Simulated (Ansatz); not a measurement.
**Na8MgMn2O8: a ladder of calculations**

Cell of run 1: a computed structure from the Materials Project (it need not be an observed phase), taken as it stands.

```cif
data_structure
_symmetry_space_group_name_H-M 'P 1'
_symmetry_Int_Tables_number 1
_cell_length_a 5.4795
_cell_length_b 6.0762
_cell_length_c 9.2363
_cell_angle_alpha 72.560
_cell_angle_beta 85.169
_cell_angle_gamma 69.771
_cell_volume 275.22
loop_
_atom_site_label
_atom_site_type_symbol
_atom_site_fract_x
_atom_site_fract_y
_atom_site_fract_z
_atom_site_occupancy
Na1 Na 0.02321 0.42213 0.17738 1
Na2 Na 0.53013 0.91333 0.15565 1
Na3 Na 0.52622 0.35761 0.33124 1
Na4 Na 0.03935 0.85041 0.32419 1
Na5 Na 0.03714 0.20299 0.52612 1
Na6 Na 0.68409 0.32295 0.69968 1
Na7 Na 0.04026 0.62148 0.76452 1
Na8 Na 0.55742 0.51984 0.97836 1
Mg9 Mg 0.46502 0.96515 0.77094 1
Mn10 Mn 0.54908 0.83874 0.49976 1
Mn11 Mn 0.00000 0.97911 0.98889 1
O12 O 0.23696 0.70037 0.12497 1
O13 O 0.83164 0.17125 0.11833 1
O14 O 0.74660 0.59155 0.40712 1
O15 O 0.30929 0.07005 0.34683 1
O16 O 0.64222 0.06562 0.57362 1
O17 O 0.44061 0.68528 0.71104 1
O18 O 0.75049 0.84228 0.92437 1
O19 O 0.10709 0.18779 0.79774 1
```

Atom numbers follow the list; atoms alike are taken as one site, whose name carries the number of the first.

All runs are DFT with Ansatz 0.2.0 (plane waves and PAW, scalar-relativistic unless spin–orbit coupling is named, Γ-centred meshes, Fermi–Dirac smearing where given) in this cell. Start moments of run 1 as typed (μB): 4 on each Mn, none on the rest. Antiparallel start moments (μB): 0 0 0 0 0 0 0 0 0 -4 4 0 0 0 0 0 0 0 0 by atom.

Run 1: PBE, parallel start moments, atoms as given; 420 eV, 4×4×3 k-points, smearing 0.02 eV.
Run 2: r2SCAN, parallel start moments, atoms as given; 500 eV, 4×4×3 k-points, smearing 0.02 eV.
Run 3: PBE, antiparallel start moments, atoms as given; 420 eV, 4×4×3 k-points, smearing 0.02 eV.

**Question.** What does each run give, and what moves the gradients most?

**Answer.** 

```
run  Mn10 V_zz (η)  Mn11 V_zz (η)  O13 V_zz (η)  O18 V_zz (η)  absolute moment (μB)
  1   -3.79 (0.22)   -7.06 (0.58)   7.13 (0.19)  -2.52 (0.96)                   8.3
  2   -4.00 (0.25)   -7.93 (0.62)   7.78 (0.18)  -2.55 (0.68)                   8.5
  3   -3.85 (0.18)   -7.19 (0.58)   7.21 (0.18)  -2.53 (0.98)                   8.2
```

V_zz in 10²¹ V/m²; 4 of the 19 sets of like atoms are followed. Against run 1, the gradient tensors on these sites move by at most 1.01 in run 2 (Mn11), 0.17 in run 3 (Mn11). Taken one at a time, the functional (r2SCAN with its higher cutoff) moves the tensors on these sites by up to 1.01 (largest principal value of the change, on Mn11), the magnetic start by 0.17 (Mn11).

The magnetic order is the one that the run reached from its start moments, not necessarily the measured one. For runs 1, 2: All moments are parallel here, as the start or the cell imposes; many such compounds order antiparallel, where fields and spin densities carried over to other atoms largely cancel. In runs 1, 2 the program didn't check the stability of the electronic state in full, so a lower one may lie near. In runs 1, 3 the gap is small for the k-mesh or the smearing, and small gradients can still move by 0.1 × 10²¹ V/m² or more. In runs 1, 2, 3 the atoms aren't at the calculated equilibrium (largest force 0.66, 0.79, 0.70 eV/Å).
